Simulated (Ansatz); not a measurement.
Sn$_{4}$HSe$_{8}$ in space group P3m1 (No. 156; Pearson symbol hP13), the program Ansatz at the r²SCAN+D4 level (PAW), all energies at zero smearing, with the estimated change up to a 700 eV cutoff added, with one set of potentials and settings (totals compare only within such a set). Cell of 13 atoms (4 Sn, 8 Se, 1 H): -68001.677 eV.

```json
[
 {"element": "Sn", "reference phase": "Fd-3m, 2 atoms in the cell", "E (eV/atom)": "-6038.8147"},
 {"element": "Se", "reference phase": "P3_121, 3 atoms in the cell", "E (eV/atom)": "-5478.2650"},
 {"element": "H", "reference phase": "Cmce, 4 atoms in the cell", "E (eV/atom)": "-15.9518"}
]
```

Formation energy per atom, worked out: (-68001.677 − 4×(-6038.8147) − 8×(-5478.2650) − 1×(-15.9518))/13 = -0.334 eV/atom (-32 kJ per mol of atoms), at 0 K, without zero-point energy or fitted corrections.

The start of the workflow was typed in or built on a structure type; neither database checked (COD, Materials Project) lists it. Whether it is the stable phase at ambient conditions was not checked. Symmetry was held in the r²SCAN+D4 relaxation; whether a distortion lowers the energy is not shown. The references are the lowest solids computed at this level, not always the standard phases (solids in place of the gases). Spin–orbit coupling is left out wherever it is not named.

Potentials: the earlier of the program's two PAW sets.
